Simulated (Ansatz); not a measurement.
In r²SCAN in the plane-wave PAW code Ansatz, GaSb in the rock salt structure (Fm-3m) relaxes to a = 5.740 Å. Sb has 6 nearest neighbours from 2.87 Å (octahedral); Ga has 6 nearest neighbours from 2.87 Å (octahedral). Against the elements it lies at 0.061 eV/atom, with no fitted shifts.

Electronic character: metallic (no gap). Gap from r²SCAN with spin–orbit coupling: none (metallic).

The bulk modulus is 63.1 GPa. The relaxed-ion elastic constants in GPa are C11 = 127, C12 = 31.4, C44 = 11.3. The elastic constants imply a Debye temperature near 207 K. Bader charges are Sb -0.24, Ga +0.24 e.

The start of the workflow was typed in or built on a structure type; neither database checked (COD, Materials Project) lists it. It is not the phase usual at ambient conditions (space group No. 216). Symmetry was held in the r²SCAN relaxation; its stability against distortions is not shown here. As this level gives no gap, shear constants depend on the k-mesh and smearing (Fermi–Dirac, 0.1 eV here). The references are the lowest solids computed at this level, not always the standard phases. Scalar-relativistic: spin–orbit coupling is off unless named, which matters more the heavier the elements.

Potentials: the earlier of the program's two PAW sets.
